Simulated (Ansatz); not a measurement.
**YbSn**

System: YbSn, an experimental structure (space group P4/mmm, primitive cell doubled); the cell holds 4 atoms. Source: COD entry 1541076, which need not be the ambient phase.

```yaml
crystal:
  lattice:
    - [-3.50725, 0.00000, -4.40000]
    - [0.00000, -3.50725, 0.00000]
    - [-3.50725, 0.00000, 4.40000]
  atoms:
    - { symbol: Sn, position: [0.00000, 0.00000, 0.00000] }
    - { symbol: Sn, position: [0.50000, 0.00000, 0.50000] }
    - { symbol: Yb, position: [0.00000, 0.50000, 0.50000] }
    - { symbol: Yb, position: [0.50000, 0.50000, 0.00000] }
```

Atoms are numbered from 1 in the order listed.

Theory: DFT, r2SCAN, PAW, plane waves, scalar-relativistic in Ansatz.

```json
{
 "Plane-wave cutoff": "500 eV",
 "k-point mesh": "5×8×5 (Γ-centred)",
 "Occupations": "Fermi–Dirac smearing, 0.1 eV",
 "Valence electrons": "76"
}
```

Spin–orbit coupling is left out, so orbital moments of the f shell are missing. A semilocal functional without U tends to delocalise d and f electrons.

“Lowest” means lowest among the runs made in this cell.

The cell was converged 5 times from various starts and settings. Describe the lowest state found.

Non-magnetic, no gap on the k-mesh.
